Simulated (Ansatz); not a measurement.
Be (diamond, Fd-3m), a = b = c = 4.931 Å, α = β = γ = 90.00°; the cell used has 2 atoms.

Relaxed with r²SCAN.

Question: Tabulate the valence density and the electron localisation function along the shortest Be–Be contact (2.14 Å), plane-wave PAW r²SCAN (Ansatz code).

Answer: 

```csv
distance from Be (Å),density (e/Å³),ELF
0.21,0.08,0.00
0.32,0.12,0.01
0.43,0.17,0.08
0.53,0.21,0.30
0.64,0.24,0.57
0.75,0.25,0.76
0.85,0.26,0.83
0.96,0.26,0.87
1.07,0.26,0.88
1.17,0.26,0.87
1.28,0.26,0.83
1.39,0.25,0.76
1.49,0.24,0.57
1.60,0.21,0.30
1.71,0.17,0.08
1.81,0.12,0.01
1.92,0.08,0.00
```

The density is the valence pseudo-density with augmentation charge, so density and ELF within about 1 Å of a nucleus are not all-electron values.

The start of the workflow was typed in or built on a structure type; neither database checked (COD, Materials Project) lists it. It is not the phase usual at ambient conditions (space group No. 194). The r²SCAN relaxation kept the symmetry of its start. At this level the phase is mechanically unstable. The volume moved by 16 % from the start of the relaxation.

Potentials: the later of the program's two PAW sets.
